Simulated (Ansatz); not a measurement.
HfO2 (fluorite), conventional cell a = b = c = 5.0976 Å, α = β = γ = 90.00°. The calculation uses the primitive cell of 3 atoms, to which meshes and values per cell refer.

This relaxed cell (volume V₀) is scaled evenly in all directions, its shape held. Symmetry pins the atoms to their sites.

All values below come from PBE (plane waves to 420 eV, PAW, scalar-relativistic; Ansatz, a quantum-chemistry and plane-wave program). k mesh 11×11×11 (Γ-centred), Fermi-Dirac smearing 0.05 eV. The energy includes the smearing's −TS. Compression counts positive. HfO2 is run without spin polarisation. HfO2 was relaxed with its symmetry unable to fall. Spin-orbit coupling is left out, though Hf is heavy. This is a high-temperature form of HfO2. ΔE is measured from the relaxed starting cell.

```
V (Å³/cell)  P (GPa)  ΔE (kJ/mol of atoms)
-----------  -------  --------------------
29.80           32.3                  9.80
30.63           22.6                  5.26
31.46           14.0                  2.23
32.29            ___                  0.53
33.12            0.0                  0.00
33.94            ___                  0.49
34.77          -10.8                  1.87
35.60          -15.3                  4.05
36.43            ___                  6.92
```

**Question.** Fill in the missing entries.

**Answer.** 
- 32.29, P (GPa): 6.6
- 33.94, P (GPa): -5.8
- 36.43, P (GPa): -19.2

(Under strain, the slope of the energy per volume gives the stress and its curvature an elastic modulus.)
